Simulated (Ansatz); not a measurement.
CuO in space group P-6m2 (No. 187; Cu on 1a, O on 1f) under volume change, PBE (plane waves, PAW; program Ansatz), shape and atoms relaxed at each volume.

```json
[
 {"V (Å³/atom)": "8.810", "E − E(relaxed) (meV/atom)": "…", "P (GPa)": "…"},
 {"V (Å³/atom)": "9.100", "E − E(relaxed) (meV/atom)": "19.9", "P (GPa)": "11.62"},
 {"V (Å³/atom)": "9.390", "E − E(relaxed) (meV/atom)": "4.7", "P (GPa)": "5.32"},
 {"V (Å³/atom)": "9.681", "E − E(relaxed) (meV/atom)": "0.0", "P (GPa)": "0.00"},
 {"V (Å³/atom)": "9.971", "E − E(relaxed) (meV/atom)": "4.2", "P (GPa)": "-4.50"},
 {"V (Å³/atom)": "10.262", "E − E(relaxed) (meV/atom)": "…", "P (GPa)": "…"},
 {"V (Å³/atom)": "10.552", "E − E(relaxed) (meV/atom)": "33.8", "P (GPa)": "-11.46"}
]
```

### Question
What belongs in the gaps?

### Answer

- 8.810, E − E(relaxed) (meV/atom): 47.5
- 8.810, P (GPa): 19.09
- 10.262, E − E(relaxed) (meV/atom): 15.9
- 10.262, P (GPa): -8.29

### Question
What does a third-order Birch–Murnaghan fit give for V₀, B₀ and B′?

### Answer
V₀ = 9.68 Å³/atom, B₀ = 163 GPa, B′ = 4.6.

A made-up cell: these elements were put on the sites of a structure type; neither database checked (COD, Materials Project) lists it. It is not the phase usual at ambient conditions (space group No. 15). Symmetry was held in the PBE relaxation; whether a distortion lowers the energy is not shown. The run is not spin-polarised. No Hubbard U is applied.

Potentials: the later of the program's two PAW sets.
